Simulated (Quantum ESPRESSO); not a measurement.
BaS (rock salt, space group Fm-3m, No. 225) has an indirect gap of 2.04 eV with PBEsol (pw.x of Quantum ESPRESSO, ONCV potentials, scalar-relativistic). After an isotropic strain (on all lattice vectors, atoms relaxed) the gap is indirect, 2.09 eV.

Which strain was applied?
(A) +1 %
(B) -0.7 %
(C) -3 %
(D) +2 %
(E) -1.5 %

A, +1 %. Gaps found: -3 %: 1.86 eV (near tie); -1.5 %: 1.95 eV (indirect); -0.7 %: 2.00 eV (indirect); 0 %: 2.04 eV (indirect); 1 %: 2.09 eV (indirect); 2 %: 2.13 eV (indirect).
